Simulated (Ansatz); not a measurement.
ScOF:
```cif
data_F2O2Sc2
_chemical_formula_sum 'Sc2 O2 F2'
_space_group_name_H-M_alt 'P 1'
_space_group_IT_number 1
_cell_length_a 3.59216
_cell_length_b 3.59216
_cell_length_c 5.11374
_cell_angle_alpha 90.000
_cell_angle_beta 90.000
_cell_angle_gamma 90.000
loop_
_space_group_symop_operation_xyz
  'x, y, z'
loop_
_atom_site_label
_atom_site_type_symbol
_atom_site_fract_x
_atom_site_fract_y
_atom_site_fract_z
_atom_site_occupancy
Sc1 Sc 0.50000 0.00000 0.70731 1
Sc2 Sc 0.00000 0.50000 0.29269 1
O1 O 0.00000 0.00000 0.50000 1
O2 O 0.50000 0.50000 0.50000 1
F1 F 0.50000 0.50000 0.00000 1
F2 F 0.00000 0.00000 0.00000 1
```

Relaxed with r²SCAN. DFT-r²SCAN in the program Ansatz with PAW potentials gives a gap of 4.92 eV.

**Question.** What gap does HSE06 give on the same cell (Ansatz, PAW)?

**Answer.** 6.29 eV, 1.37 eV more. The hybrid was solved on a coarser mesh and at special points; the gap given is the minimum over both.

```tsv
k	v1 r²SCAN	c1 r²SCAN	v1 HSE06	c1 HSE06
Γ	-0.23	4.92	-0.23	6.29
Z	-0.12	5.06	___	___
M	-0.22	5.04	___	___
A	-0.27	5.21	___	___
R	-1.32	5.39	-1.46	6.82
X	-0.75	5.17	___	___
```

**Question.** Top valence (v1) and lowest conduction level (c1) in eV from each method's valence maximum (which need not be a listed point): supply the withheld HSE06 values.

**Answer.** 
- M, v1 HSE06: -0.21
- M, c1 HSE06: 6.38
- X, v1 HSE06: -0.86
- X, c1 HSE06: 6.53
- A, v1 HSE06: -0.26
- A, c1 HSE06: 6.61
- Z, v1 HSE06: -0.12
- Z, c1 HSE06: 6.45

Cost on shared cores: the r²SCAN run (SCF on a 8×8×6 mesh, then bands and DOS) about 70 core-seconds (a rough figure), the HSE06 run (SCF on 5×5×3, then a few points) very roughly 120 core-seconds; the tasks are unlike.

Space group P4/nmm. The first step of the workflow began from a Materials Project structure, measured or hypothetical; the Crystallography Open Database copy checked does not list it. Its standing as an ambient phase is unchecked. The cell was relaxed with r²SCAN under the symmetry of its start; its stability against distortions is not shown here. The run is not spin-polarised.

Potentials: the later of the program's two PAW sets.
